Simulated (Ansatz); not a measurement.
# Magnetic states of NaVGe2O6

```
CELL_PARAMETERS angstrom
4.98000 -4.42650 0.00000
4.98000 4.42650 0.00000
-1.54920 0.00000 5.26272
ATOMIC_POSITIONS crystal
Na 0.19450 0.80550 0.25000
Na 0.80550 0.19450 0.75000
V 0.59176 0.40824 0.25000
V 0.40824 0.59176 0.75000
Ge 0.11583 0.30681 0.26727
Ge 0.69319 0.88417 0.23273
Ge 0.88417 0.69319 0.73273
Ge 0.30681 0.11583 0.76727
O 0.86740 0.40960 0.18510
O 0.59040 0.13260 0.31490
O 0.13260 0.59040 0.81490
O 0.40960 0.86740 0.68510
O 0.31030 0.47610 0.36550
O 0.52390 0.68970 0.13450
O 0.68970 0.52390 0.63450
O 0.47610 0.31030 0.86550
O 0.12390 0.15470 0.49380
O 0.84530 0.87610 0.00620
O 0.87610 0.84530 0.50620
O 0.15470 0.12390 0.99380
```

All energies were calculated with Ansatz 0.2.0 (r2SCAN; 500 eV; 4×4×4 Γ-centred mesh; fermi-dirac occupations of width 0.050 eV). The atoms are fixed and numbered as listed; spin is collinear, without spin-orbit coupling.

Different starts of the self-consistent cycle ended in different solutions. Their moments in μB:

```json
{"state": "A", "V3": "0.00", "V4": "0.00", "other atoms together": "0.00", "size of the net moment a cell": "0.00"}
{"state": "B", "V3": "1.50", "V4": "-1.50", "other atoms together": "0.00", "size of the net moment a cell": "0.00"}
{"state": "C", "V3": "1.51", "V4": "1.51", "other atoms together": "0.04", "size of the net moment a cell": "4.00"}
```

Site moments are taken in small spheres that don't touch (radius about 0.4 of the atom's shortest bond), so those of the magnetic atoms read low, and they needn't add up to the net moment. State A was run without spin polarisation.

Question: Which state has the lowest energy at zero smearing, and how far up are the others?

Answer: State C (parallel moments) comes first by a margin too small to trust; B (antiparallel, compensated) is level with it, A (without moments) lies 149 meV above it, all counted an atom of the cell. The two lowest differ by only 0.1 meV for each atom with a column above, which mesh or functional could overturn.

Question: Which states have a gap on the mesh, and what pressure does each exert on this cell?

Answer: A: no gap, 0.2 GPa; B: gap 1.03 eV, 1.0 GPa; C: gap 0.82 eV, 1.1 GPa (positive in compression).

Question: What does magnetism gain here?

Answer: 149 meV an atom of the cell, or 1487 meV for each V atom, against state A, which has none. A run without spin would miss this and give wrong energies and forces. That state isn't the paramagnet, which keeps its moments, so this is no ordering energy.

The cell is that of a Crystallography Open Database entry, unchanged.

Caveats: only orders that fit this cell and collinear spins were tried, so the true order may need a larger cell or canted moments; atoms and cell are not relaxed, and each state would relax in its own way; semilocal functionals without U often misplace the states of 3d oxides, halides and chalcogenides; the k mesh is coarse, so differences of a few meV are uncertain where a state is a metal; one start a pattern, so a lower state of the same pattern may exist.
